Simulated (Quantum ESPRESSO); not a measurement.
# Kohn-Sham bands of MgPdF$_{6}$ (R-3)

```xyz
8
Lattice="-2.4656 4.2706 0.0000 -4.9313 0.0000 0.0000 -2.4656 1.4235 4.5100" Properties=species:S:1:pos:R:3 pbc="T T T"
Mg    -4.9313     2.8471     2.2550
Pd     0.0000     0.0000     0.0000
F      0.7119    -1.3873    -1.1130
F     -0.7119     1.3873     1.1130
F      0.8455     1.3102    -1.1130
F     -0.8455    -1.3102     1.1130
F     -1.5574     0.0772    -1.1130
F      1.5574    -0.0772     1.1130
```

Structure: Materials Project mp-7921, symmetrised, not relaxed again. COD (Crystallography Open Database) has an entry of this formula and space group (matched by these alone). Computed values, not measurements, from PBEsol: Quantum ESPRESSO (norm-conserving PseudoDojo potentials, cutoff 68 Ry, no spin polarisation, no spin-orbit coupling) on a Γ-centred 4×4×4 mesh, then Wannier90. Density: 8×8×8 mesh, cold smearing 0.01 Ry.

Energies are relative to the valence-band maximum; weights are on the orthonormalised atomic waves of the pseudopotential files, averaged over the group. 70 electrons a cell are treated as valence.

```csv
bands,from (eV),to (eV),filling,weight on atomic waves
1,-85.50,-85.50,filled,?
2,-71.82,-71.82,filled,?
3–5,-51.21,-51.18,filled,?
6–8,-38.76,-38.75,filled,?
9–14,-21.92,-20.99,filled,?
15–16,-6.60,-6.04,filled,?
17–23,-5.58,-3.47,filled,?
24–32,-2.95,-1.42,filled,?
33–35,-0.68,0.00,filled,?
36–37,1.88,2.14,empty,?
```

Question: Which atomic shells make up each group?

Answer: 
- 1, weight on atomic waves: Pd 4s 99 %
- 2, weight on atomic waves: Mg 2s 100 %
- 3–5, weight on atomic waves: Pd 4p 99 %
- 6–8, weight on atomic waves: Mg 2p 100 %
- 9–14, weight on atomic waves: F 2s 95 %
- 15–16, weight on atomic waves: F 2p 56 %, Pd 4d 39 %
- 17–23, weight on atomic waves: F 2p 76 %, Pd 4d 22 %
- 24–32, weight on atomic waves: F 2p 97 %
- 33–35, weight on atomic waves: F 2p 55 %, Pd 4d 43 %
- 36–37, weight on atomic waves: Pd 4d 49 %, F 2p 45 %

The Kohn-Sham gap over both meshes and the path is 1.88 eV.
